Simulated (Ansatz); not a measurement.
BaTiO3 in space group P4mm (No. 99; Ti on 1b, Ba on 1a, O on 1b, O on 2c), the program Ansatz at the PBEsol level (PAW). The conduction-band minimum lies at Γ, with 1 equivalent valley. Second derivatives d²E/dk² of the lowest band at one valley (eV·Å²), along Cartesian directions:

```
direction  d²E/dk²
---------  -------
[100]        18.86
[010]        18.86
[001]        1.015
[110]        18.85
[101]        9.942
[011]        9.942
```

Task: Find the principal effective masses, the density-of-states mass and the conductivity mass.

Result: Off-diagonal terms follow from H_xy = H[110] − (H_xx + H_yy)/2, and m*/mₑ = 7.620 eV·Å² over each eigenvalue: 0.40, 0.40, 7.5. One valley's DOS mass (m₁m₂m₃)^(1/3) = 1.1, conductivity mass 3/(Σ 1/mᵢ) = 0.59 mₑ.

Task: What effective density of states Nc follows at 300 K for parabolic valleys?

Result: Nc = 2.509e19 × 1 × (1.1)^(3/2) ≈ 2.9e19 cm⁻³.

Symmetry was held in the PBEsol relaxation. The run is not spin-polarised. Scalar-relativistic: spin–orbit coupling is off unless named, which matters more the heavier the elements.

Potentials: the later of the program's two PAW sets.

Edges and masses are those of Kohn–Sham bands, whose gap is no quasiparticle gap.
